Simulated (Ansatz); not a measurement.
Notes on Y4AlN3

```xyz
16
Lattice="1.7481 3.0279 0.0000 -1.7481 3.0279 0.0000 0.0000 0.0000 27.3484" Properties=species:S:1:pos:R:3 pbc="T T T"
Al   -0.0002    2.0187    6.8371
Al   -0.0002    4.0371   20.5113
N     0.0000    0.0000    0.0000
N     0.0000    0.0000   13.6742
Y     0.0000    0.0000    4.2308
Y     0.0000    0.0000   17.9050
Y     0.0000    0.0000    9.4434
Y     0.0000    0.0000   23.1176
Y    -0.0002    2.0187    1.4823
Y    -0.0002    4.0371   15.1565
Y    -0.0002    2.0187   12.1919
Y     0.0000    4.0374   25.8661
N     0.0002    4.0371    2.8705
N     0.0002    2.0187   16.5447
N     0.0002    4.0371   10.8037
N     0.0000    2.0184   24.4779
```

Single point in Ansatz 0.2.0 with r2SCAN, no spin polarisation. Cutoff 500 eV, PAW datasets, 11×11×2 Γ-centred k mesh, fermi-dirac filling (width 0.0744 eV).

Q: What does the stress say?

A: The pressure is -3.8 GPa (compression positive), so with the atoms held at these fractions the cell would first shrink; the forces are large, so a full relaxation may end otherwise. The principal stresses -6.5, -2.5, -2.5 GPa differ, so its shape would change too.

Q: Which atom feels the largest force, and which way?

A: The largest is on Y12 (and as large on other atoms): 1.91 eV/Å, components (0.00, 0.00, 1.91). It makes 125° with the line to a nearest neighbour, N16 at 2.45 Å.

Q: What happens at the Fermi level?

A: It is a metal, with about 4.3 states/eV a cell as the mean within 0.25 eV of the Fermi level, mostly Y d (72 %) and Al p (18 %).

Q: Describe some of the short contacts.

A: Y–N at 2.43 Å: least valence density 0.35 e/Å³ and ELF 0.15 there. These are pseudo-fields; inside the PAW spheres they differ from the all-electron ones.

Origin: a known structure type with other elements, at an estimated volume, so it need not be a known compound. Caveats: many states at the Fermi level without spin polarisation, so a magnetic state may lie lower; atoms or cell far from equilibrium.
